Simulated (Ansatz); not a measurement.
Relaxed AlN (wurtzite):

```
AlN
1.0
    3.11382     0.00000     0.00000
   -1.55691     2.69665     0.00000
    0.00000     0.00000     4.98358
Al N
2 2
Cartesian
  0.00000   1.79777   4.96567
  1.55691   0.89888   2.47388
  0.00000   1.79777   1.88575
  1.55691   0.89888   4.37754
```

Scan: atom 2 (Al, nearest neighbour N at 1.892 Å; its periodic images, 3.1 Å or more away, move with it) is displaced along Cartesian [110], direction (0.707, 0.707, 0.000) in Cartesian axes, by s. The other atoms stay.

Method: PBEsol (plane waves to 420 eV, PAW, scalar-relativistic; Ansatz, a quantum-chemistry and plane-wave program). k mesh 10×10×6 (Γ-centred), Fermi-Dirac smearing 0.05 eV. Energies are smeared free energies. AlN was relaxed with its symmetry unable to fall. The zero of ΔE is the undisplaced structure.

| s (Å) | ΔE (meV/cell) |
|---|---|
| -0.190 | 246 |
| -0.152 | 161 |
| -0.114 | 93 |
| -0.076 | 42 |
| -0.038 | 11 |
| 0.000 | 0 |
| 0.038 | 12 |
| 0.076 | 48 |
| 0.114 | 111 |
| 0.152 | 205 |
| 0.190 | 332 |

What force constant k = d²E/ds² at s = 0 does the table give?

16 eV/Å². It is the second difference of the nearest points, corrected with the next pair.

With k = 15.53 eV/Å² from the forces, is the well harmonic out to s = 0.190 Å?

½ks² = 280 meV/cell against the computed 332 meV/cell, so the well is stiffer than harmonic there.

(A displaced cell: forces are minus the slopes of the energy, force constants its curvatures, and phonons follow from these.)
